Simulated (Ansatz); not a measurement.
# Computed properties of ZrSnTe

ZrSnTe:
```yaml
crystal:
  lattice:
    - [4.09284, 0.00000, 0.00000]
    - [0.00000, 4.09284, 0.00000]
    - [0.00000, 0.00000, 8.79348]
  atoms:
    - { symbol: Zr, position: [0.50000, 0.00000, 0.26353] }
    - { symbol: Zr, position: [0.00000, 0.50000, 0.73647] }
    - { symbol: Sn, position: [0.00000, 0.00000, 0.00000] }
    - { symbol: Sn, position: [0.50000, 0.50000, 0.00000] }
    - { symbol: Te, position: [0.50000, 0.00000, 0.61978] }
    - { symbol: Te, position: [0.00000, 0.50000, 0.38022] }
```

Space group P4/nmm (No. 129); conventional cell a = 4.0928 Å, b = 4.0928 Å, c = 8.7935 Å, α = 90.00°, β = 90.00°, γ = 90.00°.

Method: plane-wave PAW r²SCAN (Ansatz code). Structure relaxed to zero pressure with the same functional. Other levels are named where they apply.

**Cell and energy**

```json
{
 "volume_per_atom": "24.55 Å³",
 "density": "7.61 g/cm³",
 "Formation energy from the elements (no fitted shifts)": "-0.78 eV/atom"
}
```

**Electronic structure**

```json
{
 "electronic_character": "metallic (no gap)",
 "Density of states at the Fermi level": "0.07 states/eV per atom (mean over ±0.08 eV)"
}
```

The workflow started from a Materials Project entry (that database holds measured and hypothetical structures alike); the Crystallography Open Database copy checked does not list it. Its standing as an ambient phase is unchecked. Symmetry was held in the r²SCAN relaxation; its stability against distortions is not shown here. The run is not spin-polarised. The references are the lowest solids computed at this level, not always the standard phases. Scalar-relativistic: spin–orbit coupling is off unless named, which matters more the heavier the elements.

Potentials: the later of the program's two PAW sets.
